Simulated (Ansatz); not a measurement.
Relaxation of a generated trial cell of Ba in the beta-Sn structure type; 2 atoms in the cell, which starts as I4₁/amd, origin choice 1 (No. 141), tI4; a = b = 7.867 Å, c = 4.292 Å, α = β = γ = 90.00°. These are r2SCAN (plane waves to 500 eV, PAW, scalar-relativistic; Ansatz, a quantum-chemistry and plane-wave program) values and carry that method's errors. Γ-centred k-mesh 9×9×9 on the run's cell (coarser than for final values), Fermi–Dirac smearing 0.05 eV. This is the first round of the run. 

The optimiser's lines from the output (shortened; P is positive under compression):

```
relax step   1: F+E_penalty+E_count = -11928.90431775 eV  Δ(F+E_penalty+E_count) = +0.000e0 eV  max|allowed force component| = 0.000e0 eV/Å  Δτ_max = 0.0000 Å  P = -0.731 GPa  Ω = 132.831 Å³  (7 SCF iters, dr2 threshold 1.00e-7 eV, accepted)
relax step   2: F+E_penalty+E_count = -11928.91834712 eV  Δ(F+E_penalty+E_count) = -1.403e-2 eV  max|allowed force component| = 0.000e0 eV/Å  Δτ_max = 0.0000 Å  P = -0.575 GPa  Ω = 129.462 Å³  (5 SCF iters, dr2 threshold 2.00e-7 eV, accepted)
relax step   3: F+E_penalty+E_count = -11928.93707554 eV  Δ(F+E_penalty+E_count) = -1.873e-2 eV  max|allowed force component| = 4.337e-19 eV/Å  Δτ_max = 0.0000 Å  P = +0.088 GPa  Ω = 118.416 Å³  (6 SCF iters, dr2 threshold 2.00e-7 eV, accepted)
relax step   4: F+E_penalty+E_count = -11928.93738596 eV  Δ(F+E_penalty+E_count) = -3.104e-4 eV  max|allowed force component| = 0.000e0 eV/Å  Δτ_max = 0.0000 Å  P = -0.008 GPa  Ω = 119.768 Å³  (5 SCF iters, dr2 threshold 3.37e-8 eV, accepted)
relax step   5: F+E_penalty+E_count = -11928.93714497 eV  Δ(F+E_penalty+E_count) = +2.410e-4 eV  max|allowed force component| = 0.000e0 eV/Å  Δτ_max = 0.0000 Å  P = -0.010 GPa  Ω = 119.768 Å³  stress off target by 1.04e-2 GPa  SCF on the basis re-selected at this cell (its energy is not comparable with the rows above)  (5 SCF iters)
```

From the first to the last row the energy changes by -0.02 eV/atom and the volume by -9.8 %. The last row is marked as not comparable with the walk above it, whose basis was carried along; it does compare with step 1, since both stand on a basis selected at the nominal cutoff for their own cell.

Later rounds, restarted from the end of this one on a renewed k-mesh, logged 2 more steps and released under 0.01 eV/atom more. The final structure after all rounds: I4₁/amd, origin choice 1 (No. 141), tI4, AFLOW prototype A_tI4_141_a (A5, as in Sn); a = 7.617 Å, b = 7.617 Å, c = 4.128 Å, α = 90.00°, β = 90.00°, γ = 90.00°. Between re-selections the logged energies stand on a plane-wave basis carried along with the cell. No spin polarisation in the result.

The run could not lose the symmetry of its start: the end is stationary, and may be a saddle point rather than a minimum.

All atoms sit on sites fixed by symmetry, so only the cell could relax.

The relaxed structure here is a generated cell of Ba: the first start was made by placing the elements on the sites of a structure type, and the end was not matched to a known phase here, so it may be hypothetical. Known forms of Ba include space group No. 229.
